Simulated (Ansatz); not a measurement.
Input:

YPb2:
```
YPb2
1.0
    2.25909    -8.44299     0.00000
    2.25909     8.44299     0.00000
    0.00000     0.00000     4.48691
Y Pb
2 4
Direct
  0.09693   0.90307   0.75000
  0.90307   0.09693   0.25000
  0.56578   0.43422   0.25000
  0.43422   0.56578   0.75000
  0.25182   0.74818   0.25000
  0.74818   0.25182   0.75000
```

This is the r²SCAN-relaxed structure.

**Question.** All from r²SCAN in the plane-wave PAW code Ansatz, unless another level is named. Predict the density of states at the Fermi level.

**Answer.** 0.46 states/eV per atom (mean over ±0.08 eV).

**Question.** Next, the formation energy from the elements (no fitted shifts)?

**Answer.** -0.52 eV/atom.

Space group Cmcm. The first step of the workflow began from a Materials Project structure, measured or hypothetical; the Crystallography Open Database files this formula in space group No. 63, but the cells were not matched. Whether it is the stable phase at ambient conditions was not checked. The r²SCAN relaxation kept the symmetry of its start; its stability against distortions is not shown here. The run is not spin-polarised. The references are the lowest solids computed at this level, not always the standard phases. Scalar-relativistic: spin–orbit coupling is off unless named, which matters more the heavier the elements.

Potentials: the later of the program's two PAW sets.
